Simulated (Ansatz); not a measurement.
# InP3: how the plane-wave cutoff moves the results

Computed with DFT PBEsol, scalar-relativistic, plane waves, PAW in Ansatz 0.2.0.

```
CELL_PARAMETERS angstrom
3.71122 2.20495 3.32084
-3.71513 2.21668 3.31759
0.00822 -4.31484 3.24952
ATOMIC_POSITIONS crystal
In 0.29176 0.29425 0.28423
In 0.72558 0.70590 0.73954
P 0.80669 0.23986 0.78690
P 0.81361 0.78020 0.21846
P 0.26000 0.77576 0.80343
P 0.23143 0.77396 0.17075
P 0.73507 0.17213 0.19757
P 0.19605 0.20187 0.76910
```

The Γ-centred k-mesh is 6×6×6. The occupation rule is Gaussian smearing, 0.1 eV, the spin treatment is unpolarised and the valence charge of the PAW sets is In 13, P 5.

The atoms are held and the plane-wave cutoff is swept. Energies are extrapolated to zero smearing and count from the reference run, 600 eV. The cell was strained and its atoms displaced at random, so that forces don't vanish. Pressure is positive in compression and holds a correction for the finite cutoff (Pulay stress).

Times are rough; the reference took 91 s on 2 threads of Intel(R) Xeon(R) Processor @ 2.50GHz (Skylake/Cascade Lake), with other jobs on the host, peak memory 1 GiB.

Task: Tried: 200, 250, 300, 350, 420, 600 eV. From which plane-wave cutoff on does the energy per atom stay within 100, 10 and 1 meV of the reference?

Result: 300 for 100 meV, 350 for 10 meV, 420 for 1 meV. The reference itself isn't shown to be converged. At 350 eV, where the energy is within 10 meV, force components already agree to within 0.004 eV/Å, where the largest force is 3.980 eV/Å.

```tsv
cutoff (eV)	ΔE (meV/atom)	P (GPa)	largest change of a force component (eV/Å)	plane waves at Γ	wall time (s)
200	2463	2.93	0.221	1031	25
250	372	2.59	0.070	1417	29
300	50.5	2.53	0.016	1885	35
350	6.83	2.50	0.004	2355	50
420	0.85	2.49	0.001	3103	62
600	0.00	2.48	0.000	5321	91
```